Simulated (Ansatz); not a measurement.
Relaxed-ion elastic tensor of Sn (body-centred tetragonal, space group No. 139) in GPa (Voigt order), the program Ansatz at the LDA level (PAW); density 7.63 g/cm³, 25.85 Å³ per atom.

```
92.2  30.7  53.9   0.0   0.0   0.0
30.7  92.2  53.9   0.0   0.0   0.0
53.9  53.9  65.4   0.0   0.0   0.0
 0.0   0.0   0.0  12.3   0.0   0.0
 0.0   0.0   0.0   0.0  12.3   0.0
 0.0   0.0   0.0   0.0   0.0  -2.7
```

Question: Is the crystal mechanically stable?

Answer: No: the smallest eigenvalue of C is -2.7 GPa.

Space group I4/mmm (body-centred tetragonal). This is a known high-pressure phase of the composition, computed here at zero pressure and temperature. The LDA relaxation kept the symmetry of its start. At this level the phase is mechanically unstable. As this level gives no gap, shear constants depend on the k-mesh and smearing (Fermi–Dirac, 0.1 eV here). On the denser mesh and wider smearing of the elastic run this cell carries a stress of 0.4 GPa. Scalar-relativistic: spin–orbit coupling is off unless named, which matters more the heavier the elements.

Potentials: the earlier of the program's two PAW sets.
